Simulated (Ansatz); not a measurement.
An Ansatz input:

```yaml
crystal:
  lattice:
    - [4.2892857974, 0.0, 0.0]
    - [-2.1446428987, 3.7146304646, 0.0]
    - [0.0, 0.0, 2.6476063786]
  atoms:
    - { symbol: Ir, position: [0.0, 0.0, 0.0], spin: 1.0 }
    - { symbol: Ir, position: [0.3333333333, 0.6666666667, 0.5], spin: 1.0 }
    - { symbol: Ir, position: [0.6666666667, 0.3333333333, 0.5], spin: 1.0 }
hamiltonian:
  xc: r2scan
  pseudopotentials:
    kind: paw
    azcp:
      Ir: "pseudopotentials/Ir.paw.azcp"
basis:
  ecutwfc: 500
  fft_grid_basis: typed
kpoints:
  mp_grid: { grid: [11, 11, 15], shift: [0, 0, 0] }
magnetization:
  spin_polarized: true
scf:
  occupations: { method: fermi_dirac, width: 0.05 }
output:
  stress: true
```

and its output:

```
Engine: ansatz 0.2.0, aarch64-unknown-linux-gnu
Pseudopotentials: kind: paw
Pseudopotential: Ir, paw, valence charge 17, recommended cutoff 500 eV (meta_gga) 
Functional definition: r2SCAN
  parameter k0 = 0.174
  parameter k1 = 0.065
  parameter a1 = 4.9479
  exchange = r2scan_x(k0 = k0, k1 = k1, a1 = a1)
  correlation = r2scan_c
Crystal: 3 atoms, lattice volume = 42.185 Å³
Basis set: ecut = 500 eV, 1095 PW (Γ), exchange–correlation on 128×128×80 points (64 copies of the dense FFT grid, shifted against one another)
Bands: 33, of which v1, the nominal top of the filled ones, is band 26 counted from 1 (25 counted from 0)
Symmetry: 24 space group operations
Space group: P6/mmm (ITA 191), of the structure as read, at distance tolerance 3.5e-5 Å
Magnetic group: BNS 191.233 (UNI 1463), of the structure as read, at distance tolerance 3.5e-5 Å
k-points: 128 of 1815
Non-local potential: Ir, projectors of the file, l = 0: 3, l = 1: 2, l = 2: 2, l = 3: 1
PAW form: soft (Blöchl's): semilocal exchange-correlation on the pseudo side does not see the compensation charge
PAW frozen core: Ir, regenerated for the run's functional (the file was generated under x = pbe(κ = 0.804, μ = 0.2195149727645171), c = pbe(β = 0.06672455060314922))
PAW one-centre angular grid: Ir, 590 points (default); XC on 160 Gauss nodes
Initial density: superposition of atomic densities (chi_scale 0.1, normalization cell)
Starting moments: Σ|m| = 3 μB on 3 of 3 sites
Initial wavefunctions: pseudopotential atomic-orbital guess
Functional: x = r2scan, c = r2scan; τ floored in thin density (d = 2e-4 eV/Å³)
iter 1 solved again at ethr=1.07e-3 eV; its pass at ethr=3.10e-3 eV (dr2=5.45e-1 eV) is discarded
SCF iter   1: F=—  HF=-35844.258013 eV  |F-HF|=—  |Δ(HF+E_count)|=         —  Δρ=3.26e-2 (↑3.26e-2 ↓2.44e-2)  dr2=6.87e-1  dr2_τ=2.61e-2  dr2_m=1.05e-1  M=1.910 μB ∫|m|=1.928 μB  β_m=0.83  ethr=1.07e-3  ⟨swp⟩=2.0  Hψ=45594  notcnv=0
Mixer restart at iter 1: flushing history
SCF iter   2: F=—  HF=-35844.262515 eV  |F-HF|=—  |Δ(HF+E_count)|=   4.50e-3  Δρ=1.72e-2 (↑1.72e-2 ↓1.35e-2)  dr2=2.15e-1  dr2_τ=7.24e-3  dr2_m=1.16e-2  M=1.777 μB ∫|m|=1.821 μB  β_m=1.00  ethr=1.07e-3  ⟨swp⟩=2.4  Hψ=13997  notcnv=0  defer=11  κ⁻¹=1.0e0(r=1)
SCF iter   3: F=—  HF=-35844.846615 eV  |F-HF|=—  |Δ(HF+E_count)|=         —  Δρ=3.14e-2 (↑3.14e-2 ↓2.36e-2)  dr2=8.37e-2  dr2_τ=5.07e-2  dr2_m=2.64e-1  M=0.417 μB ∫|m|=0.537 μB  β_m=1.00  ethr=4.21e-4  ⟨swp⟩=3.0  Hψ=18040  notcnv=0  defer=291
...
SCF 1 converged in 25 iterations: F = -35845.030882 eV  dr2 = 5.40e-12
...
iter 22 did not close the SCF: its close was put off for a magnetic moment that had not settled (scf_convergence_deferred on its scf_iter line)
SCF iter  22: F=-35845.030882 eV  HF=-35845.030882 eV  |F-HF|=2.66e-9  |Δ(HF+E_count)|=   2.40e-8  Δρ=6.53e-7 (↑6.51e-7 ↓6.53e-7)  dr2=1.32e-10  dr2_τ=1.60e-11  dr2_m=1.00e-10  M=0.000 μB ∫|m|=0.000 μB  β_m=1.20  ethr=1.16e-12  ⟨swp⟩=1.0  Hψ=25588  notcnv=0  κ⁻¹=1.1e-6(r=8)
SCF iter  23: F=-35845.030882 eV  HF=-35845.030882 eV  |F-HF|=5.38e-10  |Δ(HF+E_count)|=   3.50e-9  Δρ=3.62e-7 (↑2.98e-7 ↓3.62e-7)  dr2=5.07e-11  dr2_τ=4.07e-12  dr2_m=1.68e-11  M=0.000 μB ∫|m|=0.000 μB  ethr=1.00e-12  ⟨swp⟩=1.0  Hψ=24286  notcnv=0
SCF 2 converged in 23 iterations: F = -35845.030882 eV  dr2 = 5.07e-11
at 1 of the mixer's solves, the last at iteration 7, it left a direction of its history that read negative out of its fit and stepped the other way along it
WARN: the starting moments were not kept: the SCF closed with an absolute magnetisation of 9.1e-5 μB, where they sum to 3 μB in size (3 sites). That is at most 0.1 of that sum. Measured as dr2_m measures the in/out step, that magnetisation stands 1.5e-9 eV from none, at or under the dr2_threshold of 1.0e-7 eV: it is no larger than a step whose dr2_m would equal this threshold. The system may hold no moment; this SCF shows only that its start led to no more than that. To try another start: raise the starting moments (crystal.atoms[].spin, magnetization.per_species, magnetization.initial_magnetization, or on a non-collinear deck that types none of these the spinor_matrix: blocks that start its atoms; where the total moment is fixed, keep their sum and leave initial_magnetization as it is; typed ones take the place of any that the run laid by itself, positive ones on a crystal's lanthanoids without a Hubbard term where scf.initial_density.shell_occupations: [] is typed) or, if the notice of its spin-set hold's release reads "site moments contracting" or "site moments show no strong build", lengthen the hold (scf.mixing.spin_hold: { on: { confirm: 4 } }; for m-r²SCAN on two components see the key's manual first). Each may lead to a state that holds a moment. A second SCF, from the converged charge density, with the starting moments and any scf.initial_density.shell_occupations laid on it anew, would have followed, and was not run: the deck does not ask for one (magnetization.retry_lost_moments is false, the default). To let it run, set magnetization.retry_lost_moments: true and run the deck again, where that key's refused combinations let it; where memory then withholds it, that run's warning says so.
this state was not tested for a lower state beside it, because the mixer in use, unlike msr1, does not test its closes by its own steps (another_mixer; see scf.mixing.algorithm and scf.lower_state_search)
SCF converged after 25 iterations
Magnetization: -0.0001 μB (25.5000 up, 25.5000 down)
Absolute magnetization: 0.0001 μB (∫|ρ↑−ρ↓|, with the PAW one-centre terms)
Spin contamination: 0.0000 ħ² per cell (⟨S²⟩ above its minimum at these occupations)
Per-site moments (μB) at R_I (Å): [(-3.408574653627854e-5, 1.0921376311725), (-2.533155070165653e-5, 1.0215233777705266), (-2.5331550701304147e-5, 1.0215233777705266)]
Free energy (F): -35845.030882 eV
Harris-Foulkes:  -35845.030882 eV  (|F-HF|=2.91e-11)
Internal energy: -35844.995072 eV  (E = F + TS)
E sigma→0 (E₀):  -35845.012977 eV
Entropy (-TS):   -0.035810 eV (-11.937 meV/atom)
Fermi energy:    25.768823 eV
--- Per-component energies (eV) ---
  E_band       = -291.419219
  E_kinetic    = 1875.569585
  E_local      = -3208.135349  (includes V_loc(G=0)·N_el)
  E_nonlocal   = 223.496868
  E_hartree    = 1239.062865
  E_xc         = -767.477611
  E_vxc        = -1002.287428  (∫ρ·V_xc dr)
  E_paw        = -27750.134542  (= ΣΔE_a)
  E_vpaw       = -720.411346  (= ΣTr[D̂ρ^β])
  E_aug_tail   = -0.000050  (compensation charges beyond the density's cutoff)
  E_vtau       = 62.222780  (kinetic-family band-sum trace: ∫τ·v_τ [+ j·A + Jᵃ·Aᵃ] dr)
  E_ewald      = -7456.426158
  E_core_change = -0.950681  (= ΣΔE_core)
  E_smearing   = -0.035810  (= −TS)
  E_closure    = 0.000000  (closes the sum)
  Σ components = -35845.030882   (vs F -35845.030882, Δ=0.00e0)
--- Stress (GPa, compression-positive) ---
       16.646859       0.000000       0.000000
        0.000000      16.646859       0.000000
        0.000000       0.000000      14.338843
  P = ⅓ Tr σ = 15.8775 GPa (158.775 kbar)
```
